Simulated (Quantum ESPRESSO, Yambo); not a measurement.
For KBr (rock salt, space group Fm-3m, No. 225), Yambo gives the independent-particle static dielectric constant along x as 3.11 on LDA bands and 2.62 after a scissor of 2.81 eV widens every gap (10×10×10 mesh, 49 bands, 4 Ry local-field block, 0.2 eV broadening).

Q: A scissor keeps the position matrix elements. In a one-oscillator model, how does ε − 1 scale, and what mean transition energy do the two values imply?

A: Each transition adds |r|²/E to ε − 1, so ε − 1 ∝ 1/(E0 + Δ). Then (2.62 − 1)/(3.11 − 1) = E0/(E0 + Δ) = 0.768, and E0 = Δ(ε' − 1)/(ε − ε') = 9.3 eV. The computed Im ε, weighted by 1/E up to 20 eV, has its mean at 9.1 eV; the smallest direct LDA gap is 4.32 eV. The scissor comes from a G0W0 run whose convergence isn't established. Convergence of the RPA response with its 10×10×10 mesh was not tested.

Bands from Quantum ESPRESSO.

Spin-orbit coupling is not included.

Geometry relaxed with LDA; primitive cell a = 4.505 Å, b = 4.505 Å, c = 4.505 Å, α = 60.00°, β = 60.00°, γ = 60.00°.
